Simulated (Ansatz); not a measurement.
# One atom moved along a line in CuSn₃

All numbers below come from DFT PBEsol, scalar-relativistic, plane waves, PAW in Ansatz 0.2.0. Cutoff 420 eV, Γ-centred 14×14×14 k-points, Gaussian smearing of 0.15 eV. No spin polarisation. Energies are free energies at this smearing, counted from the undisturbed cell; pressure is positive in compression.

Reference structure (relaxed at this level; it needn't be the usual structure):

```xyz
4
Lattice="-2.3091 2.3091 4.2260 2.3091 -2.3091 4.2260 2.3091 2.3091 -4.2260" Properties=species:S:1:pos:R:3 pbc="T T T"
Cu    0.0000    0.0000    0.0000
Sn    0.0000    2.3091    2.1130
Sn    2.3091    0.0000    2.1130
Sn    0.0000    0.0000    4.2260
```

Atom 4 (Sn) is moved by x along the Cartesian unit vector (0.000, -0.738, -0.675); the cell and all other atoms stay fixed. The cell is metallic on the mesh throughout.

Task: Over the sampled range (-0.4500 to 0.3600), is the undisturbed cell the lowest point?

Result: Yes, every other sampled point lies higher.

The scan:

```tsv
x (Å)	ΔE (meV/cell)
-0.4500	440.6
-0.2700	142.0
0.0000	0.0
0.3600	264.9
```

Cost: 4 runs of about 7.1 core-minutes in all, on Intel Xeon 6975P-C (Granite Rapids) (shared hosts).